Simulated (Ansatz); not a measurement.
Tl (hcp, Mg type)

```xyz
4
Lattice="7.2166 0.0000 0.0000 -1.8041 3.1249 0.0000 0.0000 0.0000 5.5742" Properties=species:S:1:pos:R:3 pbc="T T T"
Tl     0.0000     2.0832     4.1807
Tl     3.6083     2.0832     4.1807
Tl     1.8041     1.0416     1.3936
Tl     5.4124     1.0416     1.3936
```

Scan: atom 1 (Tl, nearest neighbour Tl at 3.480 Å; its periodic images, 3.6 Å or more away, move with it) is displaced along Cartesian [110], direction (0.707, 0.707, 0.000) in Cartesian axes, by s. The other atoms stay.

The numbers are results of PBE (plane waves to 420 eV, PAW, scalar-relativistic; Ansatz, an electronic-structure program), not measurements. k mesh 6×12×7 (Γ-centred), Fermi-Dirac smearing 0.05 eV. The energy includes the smearing's −TS. With partly filled bands, energies and forces of such displacements shift with the k mesh and the smearing. Spin-orbit coupling is left out, though Tl is heavy. The relaxed volume of Tl is well above the measured one; the method has no dispersion term. Tl was relaxed with its symmetry unable to fall. ΔE is measured from the undisplaced structure. The last digit holds for this mesh only.

```csv
s (Å),ΔE (meV/cell)
-0.350,99.8
-0.280,62.4
-0.210,withheld
-0.140,15.0
-0.070,3.7
0.000,0.0
0.070,3.6
0.140,14.1
0.210,31.5
0.280,56.1
0.350,88.2
```

### Question
Fit a polynomial form (powers 2, 3, 4) to the given rows and predict ΔE at s = -0.210.

### Answer
Least squares on the 10 given rows: ΔE = (734.2)·s² + (-137.3)·s³ + (271.2)·s⁴, in meV/cell with s in Å; root-mean-square residual 0.10 meV/cell. At -0.210 the fit gives 34.2 meV/cell; the calculation gives 34.4 meV/cell, so the interpolation is off by -0.2 (-0.6 %). The quadratic term alone would give 32.4 meV/cell.

(For displaced atoms, the force is minus the slope of the energy, and its curvature is a force constant, which sets phonon frequencies.)
